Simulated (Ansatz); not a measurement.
Generalised stacking fault of CdSe (zinc blende) on the {111} plane, shuffle cut. The cell below holds the perfect crystal with the plane normal along z; tilting its third vector by the shift puts one fault into each cell, between planes 2.63 Å apart, at fixed cell height.

```yaml
crystal:
  lattice:
    - [4.30064, 0.00000, 0.00000]
    - [2.15032, 3.72446, 0.00000]
    - [0.00000, 0.00000, 10.53437]
  atoms:
    - { symbol: Se, position: [0.66667, 0.66667, 0.87500] }
    - { symbol: Se, position: [0.33333, 0.33333, 0.20833] }
    - { symbol: Se, position: [0.00000, 0.00000, 0.54167] }
    - { symbol: Cd, position: [0.00000, 0.00000, 0.79167] }
    - { symbol: Cd, position: [0.66667, 0.66667, 0.12500] }
    - { symbol: Cd, position: [0.33333, 0.33333, 0.45833] }
```

In-plane vectors a = (4.301, 0.000) Å, b = (2.150, 3.724) Å, area 16.02 Å². The shift is s times the vector a + b (length 7.449 Å), so s = 1 restores the start. Atoms relax along the normal only. γ = [E(shift) − E(0)] / area.

Method: PBEsol (plane waves to 420 eV, PAW, scalar-relativistic; Ansatz, a quantum-chemistry and plane-wave program). k mesh 8×8×3 (Γ-centred), Fermi-Dirac smearing 0.05 eV. E is the zero-smearing estimate. Faults lie only 10.5 Å apart, and holding the cell height raises γ above its relaxed value. CdSe was relaxed with its symmetry unable to fall. The PAW data are Ansatz's earlier set. γ is measured from zero shift.

```
s      γ (mJ/m²)
-----  ---------
0.000          0
0.083         62
0.167        267
0.250   withheld
0.333        729
0.417        629
0.500        479
0.583        421
0.667        435
0.750        367
0.833        197
0.917         53
```

Fit a Fourier form (three harmonics of 1 − cos and sin) to the given rows and predict γ at s = 0.250.

Least squares on the 11 given rows: γ = (273.1)·[1 − cos(2πs)] + (103.6)·sin(2πs) + (114.0)·[1 − cos(4πs)] + (-61.1)·sin(4πs) + (-36.8)·[1 − cos(6πs)] + (3.2)·sin(6πs), in mJ/m²; root-mean-square residual 4.2 mJ/m². At 0.250 the fit gives 565 mJ/m²; the calculation gives 580 mJ/m², so the interpolation is off by -15 (-2.6 %). 

(The slope of γ gives the shear force per area between the displaced halves; near zero shift its curvature is an elastic stiffness.)
